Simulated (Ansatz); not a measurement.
**CsH₃O₂: the gap from level to level**

A database entry relaxed whole under r2SCAN at zero pressure (I4_1/amd, No. 141):

```
Cs H O
1.0
    -2.15572    2.15572    7.15569
     2.15572   -2.15572    7.15569
     2.15572    2.15572   -7.15569
Cs H O
2 6 4
Direct
  0.75000 0.25000 0.50000
  0.00000 0.00000 0.00000
  0.50000 0.50000 0.00000
  0.25000 0.75000 0.50000
  0.37500 0.62500 0.75000
  0.37500 0.12500 0.75000
  0.87500 0.62500 0.25000
  0.37500 0.62500 0.25000
  0.58500 0.58500 0.00000
  0.33500 0.83500 0.50000
  0.16500 0.66500 0.50000
  0.41500 0.41500 0.00000
```

Its volume is 11.08 Å³ an atom, -10.4 % against the entry's 12.37, a measured cell (2002, 293 K).

Single points on this cell with plane-wave PAW DFT (Ansatz 0.2.0; r2SCAN 500 eV, hybrids 420 eV; fermi-dirac occupations of width 0.020 eV; no moments): r2SCAN on a 8×8×8 Γ-centred mesh; r2SCAN with spin-orbit coupling on a 2×2×2 Γ-centred mesh; HSE06 on a 4×4×4 Γ-centred mesh; PBE0 on a 4×4×4 Γ-centred mesh.

**Question.** How do gap, pressure and charges move from level to level?

**Answer.** The runs give:

```
                          level               gap (eV), or kind  pressure (GPa)  Bader charge of Cs (e)  Bader charge of H (e)  Bader charge of O (e)
                         r2SCAN                            5.36             0.0                   +0.87                  +0.63                  -1.37
r2SCAN with spin-orbit coupling                            5.37             0.1                   +0.87                  +0.63                  -1.37
                          HSE06  its mesh misses the band edges             0.0                   +0.88                  +0.64                  -1.40
                           PBE0  its mesh misses the band edges            -0.1                   +0.88                  +0.64                  -1.40
```

Under r2SCAN the gap is 5.36 eV, over mesh and band path. Spin-orbit coupling moves the r2SCAN gap by +0.01 eV.

Caveats: the relaxation kept the start's symmetry; the relaxed cell lies far from the entry, by an error of the functional or of the entry; hybrid pressures are good to a few tenths of a GPa; pressure is positive in compression.
